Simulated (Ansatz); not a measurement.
The end of the path is a generated cell of ZrCu: the first start was made by placing the elements on the sites of a structure type, and the end was not matched to a known phase here, so it may be hypothetical.

A geometry of ZrCu away from equilibrium: step 23 of the relaxation of a generated cell, ZrCu built in the AFLOW prototype AB_tP8_136_g_f (as in BeO). Computed with PBE (plane waves to 420 eV, PAW, scalar-relativistic; Ansatz, an electronic-structure program). Γ-centred k-mesh 5×5×9 on the run's cell (coarser than for final values), Fermi–Dirac smearing 0.05 eV.

```xyz
8
Lattice="5.3972 0.0000 0.0000 0.0000 5.3972 0.0000 0.0000 0.0000 4.8432" Properties=species:S:1:pos:R:3 pbc="T T T"
Zr     1.0887     4.3085     0.0000
Zr     3.7874     3.7874     2.4216
Zr     1.6099     1.6099     2.4216
Zr     4.3085     1.0887     0.0000
Cu     1.8025     1.8025     0.0000
Cu     4.5011     0.8961     2.4216
Cu     0.8961     4.5011     2.4216
Cu     3.5947     3.5947     0.0000
```

**Question.** Which atoms carry the largest force, and which way does it point?

**Answer.** 0.02 eV/Å, on Cu5, Cu6, Cu7, Cu8 (atoms numbered as listed); on Cu5 its components are (0.01, 0.01, 0.00).

**Question.** What is the pressure?

**Answer.** +10.3 GPa, compression positive.

**Question.** How much energy per atom can still be gained by relaxing?

**Answer.** 0.18 eV/atom; the path ends in P4₂/mnm (No. 136).

No spin polarisation in the result.

The run could not lower the symmetry of its start; a shaken copy of this end point relaxes with PBE to C2/m (No. 12), 0.27 eV/atom lower.
